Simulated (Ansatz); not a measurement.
O in its lowest state found on the top face of a (001) slab of Ag (P6_3/mmc (No. 194)), 8 planes, outer planes Ag (top) and Ag (bottom); 1 a cell of 7.14 Å², its atoms last:

```xyz
9
Lattice="2.8710 0.0000 0.0000 -1.4355 2.4863 0.0000 0.0000 0.0000 35.3416" Properties=species:S:1:pos:R:3 pbc="T T T"
Ag    0.0000    1.6575    8.5000
Ag    0.0000    0.0000   10.8345
Ag    1.4355    0.8288   13.1690
Ag    0.0000    0.0000   15.5035
Ag    0.0000    1.6575   17.8362
Ag    0.0000    0.0000   20.1725
Ag    1.4355    0.8288   22.5074
Ag    0.0000    0.0000   24.8190
O     0.0000    1.6575   26.0996
```

Computed with Ansatz, DFT PBEsol, scalar-relativistic, plane waves, PAW. Plane waves to 420 eV, a k mesh through Γ of 12×12×1 on the computed 9-atom cell and Gaussian smearing (0.10 eV); no spin polarisation. A dipole correction removes the field between periodic images along c.

The clean top face has a work function of 4.58 eV. Adsorption changes the slab's dipole along +c by Δp = -0.1468 e·Å a cell (-0.71 D an adsorbate).

Task: What change of work function does the Helmholtz equation give?

Result: A sheet of dipoles makes a step in an electron's potential energy of −e·Δp/(ε0·A), and e/ε0 = 180.95 eV·Å for Δp in e·Å: −180.95 × (-0.1468)/7.14 = +3.72 eV. This is the change of φ(top) − φ(bottom). If the bottom face is unmoved, φ(top) becomes 8.30 eV.

Task: How does that compare with the calculation?

Result: φ(top) changes by +3.73 eV and φ(bottom) by +0.01 eV, so their difference changes by +3.72 eV. The bottom face hardly moves.

Task: What does the sign say about the electrons?

Result: The change of dipole points into the surface (negative end outward), so the work function rises. Electrons gather on the vacuum side. Δp also holds the adsorbate's own dipole and the moves of the surface atoms, so it isn't a charge transfer alone.

Spin polarisation was left out, and a magnetic state may lie lower.

The reference crystal is a form of Ag, which isn't its usual structure.

Cost: 3 runs of about 5.4 core-minutes in all, on Intel Xeon 6975P-C (Granite Rapids) (shared hosts).